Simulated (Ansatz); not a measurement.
CaCu2S2:
```xyz
5
Lattice="3.9217 0.0000 0.0000 -1.9609 3.3963 0.0000 0.0000 0.0000 6.5336" Properties=species:S:1:pos:R:3 pbc="T T T"
Cu     0.0000     2.2642     2.4362
Cu     1.9609     1.1321     4.0974
Ca     0.0000     0.0000     0.0000
S      0.0000     2.2642     4.8448
S      1.9609     1.1321     1.6887
```

Relaxed with PBE. Special points in fractions of this cell's reciprocal vectors: Γ (0.000, 0.000, 0.000); M (0.500, 0.000, 0.000); K (0.333, 0.333, 0.000); A (0.000, 0.000, 0.500); L (0.500, 0.000, 0.500); H (0.333, 0.333, 0.500).

Task: List the band energies nearest the valence-band maximum at these points for PBE (plane waves, PAW; program Ansatz).

Result: In eV from the valence-band maximum; about four levels below and three above (degenerate sets whole), none deeper than 8.9 eV; points with the same levels are listed once.

| k | below | above |
|---|---|---|
| Γ | -0.65 -0.65 -0.14 0.00 0.00 | 1.07 2.15 2.65 |
| M | -1.72 -1.69 -1.52 -0.70 | 1.91 3.28 3.99 |
| K | -1.89 -1.89 -1.49 -1.49 -0.74 | 3.55 3.55 3.59 |
| A | -0.54 -0.54 -0.30 -0.30 | 1.90 2.30 3.26 3.26 |
| L | -1.76 -1.69 -0.80 -0.55 | 1.83 2.88 3.01 |
| H | -1.87 -1.87 -1.20 -1.20 -0.89 | 2.98 2.98 4.14 |

Space group P-3m1. The workflow started from an entry of the Crystallography Open Database (COD, 293 K). Its standing as an ambient phase is unchecked. The cell was relaxed with PBE under the symmetry of its start; its stability against distortions is not shown here. The run is not spin-polarised.

Potentials: the later of the program's two PAW sets.
